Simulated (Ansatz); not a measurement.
# Structure relaxation, BeAu

The start is a generated trial cell of BeAu in the AFLOW prototype AB_oP8_62_c_c (B16, as in GeS). The structure is fully relaxed (lattice and positions, P = 0) with PBE (plane waves to 420 eV, PAW, scalar-relativistic; Ansatz, a first-principles code). The first steps use a coarse 4×10×9 k-mesh.

Input geometry:
```
BeAu
1.0
    8.94581     0.00000     0.00000
    0.00000     3.12502     0.00000
    0.00000     0.00000     3.68306
Be Au
4 4
Direct
  0.37500   0.25000   0.33300
  0.87500   0.25000   0.16700
  0.62500   0.75000   0.66700
  0.12500   0.75000   0.83300
  0.13900   0.25000   0.38900
  0.63900   0.25000   0.11100
  0.86100   0.75000   0.61100
  0.36100   0.75000   0.88900
```

**Question.** Which atoms feel the largest initial force, and how large is it?

**Answer.** 2.07 eV/Å, on Be1, Be2, Be3, Be4 (atoms numbered as listed).

**Question.** Does the structure survive the relaxation? Give the final space group.

**Answer.** The space group goes from Pnma (No. 62) to Cmcm (No. 63), with 4 atoms in the primitive cell.

**Question.** How much energy is released per atom?

**Answer.** 0.35 eV/atom.

**Question.** How does the volume per atom move from start to end?

**Answer.** +1.1 %, from 12.87 to 13.02 Å³/atom.

**Question.** How do the shortest distances between atoms change?

**Answer.** The closest pairs of elements (up to four, under 3.6 Å), start → end: Au–Be 2.12 → 2.49 Å; Be–Be 2.99 → 2.37 Å; Au–Au 3.05 → 2.92 Å.

**Question.** What band gap does the relaxed structure have at this level?

**Answer.** Zero (metallic).

Final values are on a 17×17×12 k-mesh of the relaxed cell. No spin polarisation in the result.

The run could not lose the symmetry of its start, so the end can be a saddle point.

The relaxed structure here is a generated cell of BeAu: the first start was made by placing the elements on the sites of a structure type, and the end was not matched to a known phase here, so it may be hypothetical.
